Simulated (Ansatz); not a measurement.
Li3LaBi2:
```
Li3LaBi2
1.0
    4.73226     0.00000     0.00000
   -2.36613     4.09826     0.00000
    0.00000     0.00000     7.60376
Li La Bi
3 1 2
Direct
  0.66667   0.33333   0.35835
  0.33333   0.66667   0.64165
  0.00000   0.00000   0.50000
  0.00000   0.00000   0.00000
  0.66667   0.33333   0.74355
  0.33333   0.66667   0.25645
```

Relaxed with r²SCAN. Special points in fractions of this cell's reciprocal vectors: Γ (0.000, 0.000, 0.000); M (0.500, 0.000, 0.000); K (0.333, 0.333, 0.000); A (0.000, 0.000, 0.500); L (0.500, 0.000, 0.500); H (0.333, 0.333, 0.500).

Question: List the band energies nearest the valence-band maximum at these points for r²SCAN (plane waves, PAW; program Ansatz).

Answer: In eV from the valence-band maximum; about four levels below and three above (degenerate sets whole), none deeper than 8.9 eV; points with the same levels are listed once.

| k | below | above |
|---|---|---|
| Γ | -1.55 -1.55 -0.12 -0.12 0.00 | 1.47 1.68 1.68 |
| M | -2.01 -1.93 -1.71 -1.55 | 0.71 1.75 1.87 |
| K | -2.84 -2.84 -1.72 -1.72 -1.71 | 1.60 1.82 1.82 |
| A | -1.35 -1.35 -0.53 -0.53 | 1.47 1.47 1.56 |
| L | -2.22 -2.13 -0.76 -0.59 | 0.41 1.51 1.88 |
| H | -2.74 -2.70 -1.46 -1.46 | 1.54 1.54 1.65 |

Space group P-3m1. The first step of the workflow began from a Materials Project structure, measured or hypothetical; the Crystallography Open Database files this formula in space group No. 164, but the cells were not matched. Whether it is the stable phase at ambient conditions was not checked. The r²SCAN relaxation kept the symmetry of its start; whether a distortion lowers the energy is not shown. Scalar-relativistic: spin–orbit coupling is off unless named, which matters more the heavier the elements.

Potentials: the later of the program's two PAW sets.
